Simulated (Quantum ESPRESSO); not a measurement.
## Re4Ta2AlZr (input and log of a self-consistent run)

A calculation, not a measurement. The program is pw.x of Quantum ESPRESSO 7.5 (plane-wave density functional theory). The cell is made up: eight metal atoms on a face-centred cubic lattice, with elements, volume, strain and displacements drawn at random and not relaxed, so it may be unstable or far from any real phase. PseudoDojo standard norm-conserving files set the functional (PBE unless stated); there is no spin polarisation or spin-orbit coupling, the Fermi-Dirac width of 0.25 eV means electrons at about 2900 K, and the masses in the input are unused placeholders. Heavy elements are run without spin-orbit coupling, which real alloys of them have. A spin test at this wide smearing found no moment, but such smearing suppresses magnetism that the real alloy may have.

Input:

```
&control calculation='scf', pseudo_dir='./dojo.nc.sr.pbe.v0_5.standard.upf', outdir='./o', disk_io='minimal', tprnfor=.true., tstress=.true. /
&system ibrav=0, nat=8, ntyp=4, nbnd=69, ecutwfc=84.00895049, nosym=.true., tot_charge=0,
 occupations='smearing', smearing='fd', degauss=0.0183746611
/
&electrons conv_thr=1.470e-08, electron_maxstep=70, mixing_beta=0.5 /
ATOMIC_SPECIES
Al 1.0 Al.upf
Re 1.0 Re.upf
Ta 1.0 Ta.upf
Zr 1.0 Zr.upf
CELL_PARAMETERS angstrom
2.0124 3.9227 1.9673
-0.0664 4.0227 -4.0685
-3.958 3.9559 -0.1332
ATOMIC_POSITIONS angstrom
Re -0.0187 -0.0053 0.0759
Ta -1.9397 2.0346 -0.0675
Re -0.0187 2.0213 -2.0793
Al -2.0592 3.9489 -2.1317
Re 0.0264 3.9387 -0.1598
Ta -2.0169 5.9917 -0.1535
Re 0.0155 5.9477 -2.0936
Zr -2.0141 7.8828 -2.1872
K_POINTS automatic
5 5 5 1 1 1
```

The log is shortened where brackets say so; the opening notice, blank lines, dates and the lines on written files are dropped, and the path of the files is cut. It prints rydbergs, bohrs and kilobars, and counts compression as positive stress. Its total energy is the free energy E - TS of the whole cell.

```
     Program PWSCF v.7.5
     Parallel version (MPI & OpenMP), running on       4 processor cores
     Number of MPI processes:                 4
     Threads/MPI process:                     1
     [start-up lines left out]
     bravais-lattice index     =            0
     lattice parameter (alat)  =       9.1232  a.u.
     unit-cell volume          =     845.2273 (a.u.)^3
     number of atoms/cell      =            8
     number of atomic types    =            4
     number of electrons       =       101.00
     number of Kohn-Sham states=           69
     kinetic-energy cutoff     =      84.0090  Ry
     charge density cutoff     =     336.0358  Ry
     scf convergence threshold =      1.5E-08
     mixing beta               =       0.5000
     number of iterations used =            8  plain     mixing
     Exchange-correlation= PBE
                           (   1   4   3   4   0   0   0)
     [axes and pseudopotential details left out]
   Cartesian axes
     site n.     atom                  positions (alat units)
         1        Re     tau(   1) = (  -0.0038734  -0.0010978   0.0157215  )
         2        Ta     tau(   2) = (  -0.4017777   0.4214347  -0.0139815  )
         3        Re     tau(   3) = (  -0.0038734   0.4186798  -0.4306936  )
         4        Al     tau(   4) = (  -0.4265302   0.8179512  -0.4415474  )
         5        Re     tau(   5) = (   0.0054683   0.8158384  -0.0331000  )
         6        Ta     tau(   6) = (  -0.4177684   1.2410843  -0.0317951  )
         7        Re     tau(   7) = (   0.0032106   1.2319705  -0.4336556  )
         8        Zr     tau(   8) = (  -0.4171884   1.6327953  -0.4530433  )
     number of k points=    63  Fermi-Dirac smearing, width (Ry)=  0.0184
                       cart. coord. in units 2pi/alat
        k(    1) = (  -0.0000372   0.1220716   0.0020353), wk =   0.0320000
        k(    2) = (  -0.1840786   0.1841822   0.0664503), wk =   0.0320000
     [further k points left out]
     Dense  grid:    87909 G-vectors     FFT dimensions: (  54,  64,  64)
     Estimated max dynamical RAM per process >     356.25 MB
     Estimated total dynamical RAM >       1.33 GB
     Initial potential from superposition of free atoms
     starting charge     100.9921, renormalised to     101.0000
     Starting wfcs are   74 randomized atomic wfcs
     total cpu time spent up to now is        5.8 secs
     per-process dynamical memory:   283.4 Mb
     Self-consistent Calculation
     iteration #  1     ecut=    84.01 Ry     beta= 0.50
     Davidson diagonalization with overlap
     ethr =  1.00E-02,  avg # of iterations =  2.8
     Threshold (ethr) on eigenvalues was too large:
     Diagonalizing with lowered threshold
     Davidson diagonalization with overlap
     ethr =  4.22E-04,  avg # of iterations =  2.9
     total cpu time spent up to now is       33.1 secs
     total energy              =   -1060.42787409 Ry
     estimated scf accuracy    <       0.45334848 Ry
     iteration #  2     ecut=    84.01 Ry     beta= 0.50
     Davidson diagonalization with overlap
     ethr =  4.49E-04,  avg # of iterations =  5.6
     total cpu time spent up to now is       48.7 secs
     total energy              =   -1060.42394586 Ry
     estimated scf accuracy    <       1.01778438 Ry
     iteration #  3     ecut=    84.01 Ry     beta= 0.50
     Davidson diagonalization with overlap
     ethr =  4.49E-04,  avg # of iterations =  2.2
     total cpu time spent up to now is       61.4 secs
     total energy              =   -1060.54387705 Ry
     estimated scf accuracy    <       0.26190629 Ry
     iteration #  4     ecut=    84.01 Ry     beta= 0.50
     Davidson diagonalization with overlap
     ethr =  2.59E-04,  avg # of iterations =  1.9
     total cpu time spent up to now is       72.9 secs
     total energy              =   -1060.57551376 Ry
     estimated scf accuracy    <       0.06363811 Ry
     iteration #  5     ecut=    84.01 Ry     beta= 0.50
     Davidson diagonalization with overlap
     ethr =  6.30E-05,  avg # of iterations =  5.0
     total cpu time spent up to now is       86.7 secs
     total energy              =   -1060.57985735 Ry
     estimated scf accuracy    <       0.05365096 Ry
     [iterations 6 to 11 left out]
     iteration # 12     ecut=    84.01 Ry     beta= 0.50
     Davidson diagonalization with overlap
     ethr =  4.09E-09,  avg # of iterations =  2.1
     total cpu time spent up to now is      171.3 secs
     total energy              =   -1060.58598155 Ry
     estimated scf accuracy    <       0.00000435 Ry
     iteration # 13     ecut=    84.01 Ry     beta= 0.50
     Davidson diagonalization with overlap
     ethr =  4.09E-09,  avg # of iterations =  1.0
     total cpu time spent up to now is      181.7 secs
     total energy              =   -1060.58598207 Ry
     estimated scf accuracy    <       0.00000021 Ry
     iteration # 14     ecut=    84.01 Ry     beta= 0.50
     Davidson diagonalization with overlap
     ethr =  2.13E-10,  avg # of iterations =  2.2
     total cpu time spent up to now is      194.2 secs
     total energy              =   -1060.58598211 Ry
     estimated scf accuracy    <       0.00000017 Ry
     iteration # 15     ecut=    84.01 Ry     beta= 0.50
     Davidson diagonalization with overlap
     ethr =  1.69E-10,  avg # of iterations =  1.1
     total cpu time spent up to now is      205.0 secs
     total energy              =   -1060.58598212 Ry
     estimated scf accuracy    <       0.00000006 Ry
     iteration # 16     ecut=    84.01 Ry     beta= 0.50
     Davidson diagonalization with overlap
     ethr =  5.45E-11,  avg # of iterations =  1.7
     total cpu time spent up to now is      216.3 secs
     End of self-consistent calculation
     [lines on levels left out]
!    total energy              =   -1060.58598213 Ry
     estimated scf accuracy    <          5.2E-09 Ry
     smearing contrib. (-TS)   =      -0.10606781 Ry
     internal energy E=F+TS    =   -1060.47991431 Ry
     The total energy is F=E-TS. E is the sum of the following terms:
     one-electron contribution =    -179.49251254 Ry
     hartree contribution      =     147.64158898 Ry
     xc contribution           =    -220.53361795 Ry
     ewald contribution        =    -808.09537281 Ry
     convergence has been achieved in  16 iterations
     Forces acting on atoms (cartesian axes, Ry/au):
     atom    1 type  2   force =    -0.04746889    0.00009926   -0.05982986
     atom    2 type  3   force =     0.01762989   -0.03926182   -0.02551495
     atom    3 type  2   force =    -0.05436984   -0.03565077    0.00952543
     atom    4 type  1   force =     0.03186342    0.03213496    0.02302720
     atom    5 type  2   force =    -0.00479034    0.03604406    0.03070369
     atom    6 type  3   force =    -0.00837412   -0.06151592   -0.00158474
     atom    7 type  2   force =     0.00958598    0.00872753    0.01940715
     atom    8 type  4   force =     0.05592390    0.05942269    0.00426608
     Total force =     0.169042     Total SCF correction =     0.000266
     Computing stress (Cartesian axis) and pressure
          total   stress  (Ry/bohr**3)                   (kbar)     P=      167.57
   0.00092985   0.00023724   0.00001375          136.79       34.90        2.02
   0.00023724   0.00126472   0.00000287           34.90      186.05        0.42
   0.00001375   0.00000287   0.00122286            2.02        0.42      179.89
     init_run     :      5.40s CPU      5.64s WALL (       1 calls)
     electrons    :    208.64s CPU    210.54s WALL (       1 calls)
     forces       :      2.55s CPU      2.57s WALL (       1 calls)
     stress       :      8.83s CPU      9.05s WALL (       1 calls)
     [timing details left out]
     PWSCF        :   3m45.54s CPU   3m47.94s WALL
     JOB DONE.
```

In other units: free energy -14430.007 eV for the cell, pressure 16.76 GPa, largest force component 1.582 eV/Å in size. The run took 230 s of wall time with four MPI processes on a shared machine (Intel Xeon, 2023 or later, virtual cores), so the time is rough. A rerun of this cell at a higher cutoff and on a denser mesh moved values by no more than 0.004 eV in energy, 0.03 GPa in stress and 0.011 eV/Å in force, and a second program with other atomic files agreed on that cell to 2 % rms in force and 0.5 GPa in pressure.